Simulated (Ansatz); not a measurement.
**Structure relaxation, GaN**

The start is a relaxed GaN cell, doubled along one cell vector, shaken by Gaussian noise of σ = 0.08 Å a coordinate. The cell and all atomic positions are relaxed at zero pressure with PBE (plane waves to 420 eV, PAW, scalar-relativistic; Ansatz, a quantum-chemistry and plane-wave program). The first steps use a coarse 9×5×9 k-mesh.

Input geometry:
```yaml
crystal:
  lattice:
    - [0.00000, 2.27422, 2.27422]
    - [4.54845, 0.00000, 4.54845]
    - [2.27422, 2.27422, 0.00000]
  atoms:
    - { symbol: N, position: [0.71309, 0.36806, 0.76474] }
    - { symbol: N, position: [0.69655, 0.87733, 0.78925] }
    - { symbol: Ga, position: [0.03043, 0.00002, 0.99482] }
    - { symbol: Ga, position: [0.02480, 0.52372, 0.94407] }
```

**Question.** What pressure does the first self-consistent step give?

**Answer.** +6.1 GPa (positive: the cell is compressed).

**Question.** Is the parent structure recovered?

**Answer.** It relaxes back to the parent, F-43m (No. 216).

**Question.** What band gap does the relaxed structure have at this level?

**Answer.** 1.54 eV, direct at Γ (no spin-orbit coupling).

Final values are on a 12×12×12 k-mesh of the relaxed cell. No spin polarisation in the result.
